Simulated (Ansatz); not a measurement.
InAgTe2:
```
InAgTe2
1.0
    2.11938     1.22363     6.98840
   -2.11938     1.22363     6.98840
    0.00000    -2.44725     6.98840
In Ag Te
1 1 2
Cartesian
  0.00000   0.00000   0.00000
  0.00000   0.00000  10.48260
  0.00000   0.00000   5.25069
  0.00000   0.00000  15.71450
```

Relaxed with HSE06. Special points in fractions of this cell's reciprocal vectors: Γ (0.000, 0.000, 0.000); T (0.500, 0.500, 0.500); H2 (0.813, 0.187, 0.500); H0 (0.500, -0.187, 0.187); L (0.500, 0.000, 0.000); S0 (0.344, -0.344, 0.000); S2 (0.656, 0.000, 0.344); F (0.500, 0.000, 0.500).

**Question.** List the band energies nearest the Fermi level at these points for plane-wave PAW HSE06 (Ansatz code).

**Answer.** In eV from the Fermi level; about four levels below and three above (degenerate sets whole), none deeper than 8.9 eV; points with the same levels are listed once.

```csv
k,below,above
Γ,-0.84 -0.84 -0.05 -0.05,0.69 2.99 4.07 4.07
T,-0.62 -0.62 -0.38 -0.38,2.52 3.24 4.85 4.85
H2,-3.49 -3.10 -1.60 -1.56,1.45 2.46 5.45
L,-2.65 -2.23 -1.72 -1.51,0.61 2.13 5.60
S0,-3.98 -2.88 -1.91 -1.40,1.40 3.11 4.52
F,-2.74 -2.72 -1.17 -0.04,0.04 3.07 4.23
```

Space group R-3m. The cell is a constructed one: a structure type filled with these elements; the Crystallography Open Database copy checked does not list it. COD files the formula under space group No. 122. Its standing as an ambient phase is unchecked. The cell was relaxed with HSE06 under the symmetry of its start; whether a distortion lowers the energy is not shown. The run is not spin-polarised. The hybrid run found no gap, on a coarse k-mesh. Spin–orbit coupling is left out wherever it is not named.

Potentials: the later of the program's two PAW sets.
